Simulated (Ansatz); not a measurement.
## Computed properties of HfO2

HfO₂:
```yaml
crystal:
  lattice:
    - [0.00000, 2.52190, 2.52190]
    - [2.52190, 0.00000, 2.52190]
    - [2.52190, 2.52190, 0.00000]
  atoms:
    - { symbol: Hf, position: [0.00000, 0.00000, 0.00000] }
    - { symbol: O, position: [0.25000, 0.25000, 0.25000] }
    - { symbol: O, position: [0.75000, 0.75000, 0.75000] }
```

Space group Fm-3m (No. 225), fluorite; conventional cell a = 5.044 Å, b = 5.044 Å, c = 5.044 Å, α = 90.00°, β = 90.00°, γ = 90.00°.

Method: DFT-PBEsol in the program Ansatz with PAW potentials. Structure relaxed to zero pressure with the same functional. Other levels are named where they apply.

**Cell and energy**

| Item | Result |
|---|---|
| Volume per atom | 10.69 Å³ |
| Density | 10.90 g/cm³ |
| Formation energy from the elements (no fitted shifts) | -3.45 eV/atom |

**Electronic structure**

| Quantity | Value |
|---|---|
| Band gap | 3.69 eV (direct) |
| Valence-band maximum | at X |
| Conduction-band minimum | at X (3 equivalent valleys) |
| Electron effective mass | 0.70, 0.70, 1.1 mₑ (principal values) |
| Electron effective mass with spin–orbit coupling | 0.71, 0.71, 1.1 mₑ (principal values) |
| Hole effective mass | 0.28, 3.0, 3.0 mₑ (principal values) |
| Hole effective mass with spin–orbit coupling | 0.28, 3.0, 3.0 mₑ (principal values) |
| HSE06 gap on the PBEsol cell | 5.43 eV |
| Gap with spin–orbit coupling | 3.69 eV |

**Mechanics**

| Quantity | Result |
|---|---|
| Bulk modulus (Birch–Murnaghan fit) | 264 GPa |
| Pressure derivative B′ | 4.2 |
| Elastic constants (relaxed ions, GPa) | C11 = 576, C12 = 109, C44 = 69.8 |
| Mechanical stability | stable (all eigenvalues of C positive) |
| Hill bulk and shear moduli | 264 and 116 GPa |
| Young's modulus | 304 GPa |
| Poisson's ratio | 0.31 |
| Debye temperature from the elastic constants | 493 K |

**Dielectric response**

| Item | Result |
|---|---|
| Electronic dielectric constant ε∞ (DFPT) | 5.38 |
| Born charges (a third of the trace) | Hf +5.56, O -2.78 e |

This is a known high-temperature phase of the composition, computed here at zero pressure and temperature. Symmetry was held in the PBEsol relaxation; its stability against distortions is not shown here. No spin polarisation was allowed. The references are the lowest solids computed at this level, not always the standard phases (solids in place of the gases). Spin–orbit coupling is left out wherever it is not named.

Potentials: the later of the program's two PAW sets.
